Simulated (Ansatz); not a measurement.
**Cu₃Pt: hydrostatic pressure series**

These are results of DFT r2SCAN, scalar-relativistic, plane waves, PAW in Ansatz 0.2.0, not measurements. Run with 500 eV cutoff, 12×12×12 k-mesh, Gaussian smearing of 0.10 eV, no spin polarisation.

Starting point, cell and atoms relaxed:

```
Cu Pt
1.0
     3.68364    0.00000    0.00000
     0.00000    3.68364    0.00000
     0.00000    0.00000    3.68364
Cu Pt
3 1
Direct
  0.00000 0.50000 0.50000
  0.50000 0.00000 0.50000
  0.50000 0.50000 0.00000
  0.00000 0.00000 0.00000
```

Cell and atoms are relaxed at each pressure within the symmetry of the start, at zero temperature, so transitions that lower the symmetry aren't seen. The k-mesh given is that at zero pressure and may differ at others. a, b and c are the lengths of the cell vectors above.

Spin–orbit coupling is left out, which can shift energies with elements as heavy as these.

```tsv
P (GPa)	V (Å³/atom)	V/V0	a (Å)	b (Å)	c (Å)
-3	12.70	1.017	3.704	3.704	3.704
0	12.50	1.000	3.684	3.684	3.684
3	12.31	0.985	3.665	3.665	3.665
8	12.03	0.963	3.637	3.637	3.637
15	11.69	0.936	3.603	3.603	3.603
30	11.12	0.890	3.543	3.543	3.543
60	10.31	0.825	3.455	3.455	3.455
```

**Question.** What bulk modulus and pressure derivative fit these points?

**Answer.** A third-order Birch–Murnaghan fit gives B0 = 191 GPa and B0' = 5.0.